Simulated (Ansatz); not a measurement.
LaF:
Space group R-3m, hexagonal axes (No. 166); a = b = 3.952 Å, c = 20.003 Å, α = β = 90.00°, γ = 120.00°

```csv
atom,site,symmetry,x,y,z
La,6c,3m,0.0000,0.0000,0.0906
F,6c,3m,0.0000,0.0000,0.3717
```
(The calculation used a cell of 4 atoms; values per cell refer to that cell.)

Relaxed at zero pressure with r²SCAN+D4 (plane waves, PAW; program Ansatz).

### Question
The volume is lowered by 6 % and shape and atoms relax at that volume. What pressure results, and how do the axes share the change?

### Answer
2.0 GPa; a -1.3 %, b -1.3 %, c -3.4 %; the energy rises by 8 meV/atom.

### Question
Give the new structure.

### Answer

Space group R-3m, hexagonal axes (No. 166); a = 3.899 Å, b = 3.899 Å, c = 19.318 Å, α = 90.00°, β = 90.00°, γ = 120.00°

```tsv
atom	site	symmetry	x	y	z
La	6c	3m	0.0000	0.0000	0.0913
F	6c	3m	0.0000	0.0000	0.3692
```

The phase is kept; no other phase was compared at this pressure.

The start of the workflow was typed in or built on a structure type; neither database checked (COD, Materials Project) lists it. Its standing as an ambient phase is unchecked. The r²SCAN+D4 relaxation kept the symmetry of its start; its stability against distortions is not shown here. Spin–orbit coupling is left out wherever it is not named.

Potentials: the earlier of the program's two PAW sets. The files were generated under PBE; for other functionals the program regenerates the frozen cores, and for LDA and PBEsol the local potential too.
